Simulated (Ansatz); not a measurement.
ScSi:
```xyz
4
Lattice="1.9565 -4.8654 0.0000 1.9565 4.8654 0.0000 0.0000 0.0000 3.6068" Properties=species:S:1:pos:R:3 pbc="T T T"
Sc     1.9565     3.5139     2.7051
Sc     1.9565    -3.5139     0.9017
Si     1.9565     0.7967     2.7051
Si     1.9565    -0.7967     0.9017
```

This is the LDA-relaxed structure.

All from the program Ansatz at the LDA level (PAW), unless another level is named. Estimate the highest zone-centre frequency.

50.2 meV.

What about the bulk modulus (Birch–Murnaghan fit)?

114 GPa.

Space group Cmcm. The workflow started from a Materials Project entry (that database holds measured and hypothetical structures alike); the Crystallography Open Database copy checked does not list it. Its standing as an ambient phase is unchecked. The LDA relaxation kept the symmetry of its start; whether a distortion lowers the energy is not shown. No spin polarisation was allowed.

Potentials: the earlier of the program's two PAW sets. The files were generated under PBE; for other functionals the program regenerates the frozen cores, and for LDA and PBEsol the local potential too.
